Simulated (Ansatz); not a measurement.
Cs:
```xyz
2
Lattice="5.3406 0.0000 0.0000 -2.6703 4.6251 0.0000 0.0000 0.0000 8.8267" Properties=species:S:1:pos:R:3 pbc="T T T"
Cs     0.0000     3.0834     2.2067
Cs     2.6703     1.5417     6.6200
```

Relaxed with PBEsol. Special points in fractions of this cell's reciprocal vectors: Γ (0.000, 0.000, 0.000); M (0.500, 0.000, 0.000); K (0.333, 0.333, 0.000); A (0.000, 0.000, 0.500); L (0.500, 0.000, 0.500); H (0.333, 0.333, 0.500).

Q: List the band energies nearest the Fermi level at these points for plane-wave PAW PBEsol (Ansatz code).

A: In eV from the Fermi level; about four levels below and three above (degenerate sets whole), none deeper than 8.9 eV; … stands for higher levels left out; points with the same levels are listed once.

```json
[
 {"k": "Γ", "below": "-1.75 -0.09", "above": "0.77 2.40 2.43 2.43"},
 {"k": "M", "below": "-0.02", "above": "0.35 0.74 0.97"},
 {"k": "K", "below": "–", "above": "0.62 0.62 0.66"},
 {"k": "A", "below": "-1.12 -1.12", "above": "1.61 1.61 …"},
 {"k": "L", "below": "–", "above": "0.14 0.14 0.96 0.96"},
 {"k": "H", "below": "–", "above": "0.79 0.79 0.87 0.87"}
]
```

Space group P6_3/mmc (hcp (Mg type)). The workflow started from a Materials Project entry (that database holds measured and hypothetical structures alike); the Crystallography Open Database copy checked does not list it. It is not the phase usual at ambient conditions (space group No. 229). The cell was relaxed with PBEsol under the symmetry of its start; its stability against distortions is not shown here. Scalar-relativistic: spin–orbit coupling is off unless named, which matters more the heavier the elements.

Potentials: the later of the program's two PAW sets.
